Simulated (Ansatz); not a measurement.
**MgI2: ¹²⁷I nuclear quadrupole resonance**

Cell: a diffraction structure from the COD whose atoms were relaxed with PBE, the cell held.

```cif
data_structure
_symmetry_space_group_name_H-M 'P 1'
_symmetry_Int_Tables_number 1
_cell_length_a 4.1537
_cell_length_b 4.1537
_cell_length_c 6.8620
_cell_angle_alpha 90.000
_cell_angle_beta 90.000
_cell_angle_gamma 120.000
_cell_volume 102.53
loop_
_atom_site_label
_atom_site_type_symbol
_atom_site_fract_x
_atom_site_fract_y
_atom_site_fract_z
_atom_site_occupancy
Mg1 Mg 0.00000 0.00000 0.00000 1
I2 I 0.33333 0.66667 0.75661 1
I3 I 0.66667 0.33333 0.24339 1
```

Atoms are numbered from 1 in the order listed; like atoms form one site, named after its first atom.

Computed with Ansatz: DFT, r2SCAN, plane waves and PAW, scalar-relativistic, 500 eV cutoff, Γ-centred 8×8×4 k-points, Fermi–Dirac smearing 0.02 eV.

¹²⁷I: I = 5/2, Q = -688.2 mb (year-2017 value). Static lattice, zero field.

(1) At which frequencies do the ¹²⁷I NQR lines lie?

## Answers

(1) For I = 5/2 and η = 0 the lines are 3|C_Q|/20 and twice that; η pulls their ratio below 2.

```csv
site,atoms,V_zz (10²¹ V/m²),C_Q (MHz),η,line frequencies (MHz)
I,"2, 3",-4.36,72.5,0.00,"10.9, 21.7"
```

An axis of threefold or higher order runs through I, so V_zz lies along it and η is zero.

Without spin–orbit coupling the gradients at and beside I can be off by some per cent, at some sites by more. With these PAW files V_zz is typically within 2 to 3 % of all-electron values, but misses above 10 % occur on I.

The run took 17 s of wall time (17 s of CPU time) and 0.65 GiB at its peak, on 1 thread of Arm Neoverse V2 (aarch64; 8 cores open to the job, memory cap 3.0 GiB, no GPU), a shared host with a load of 0.5 a core.
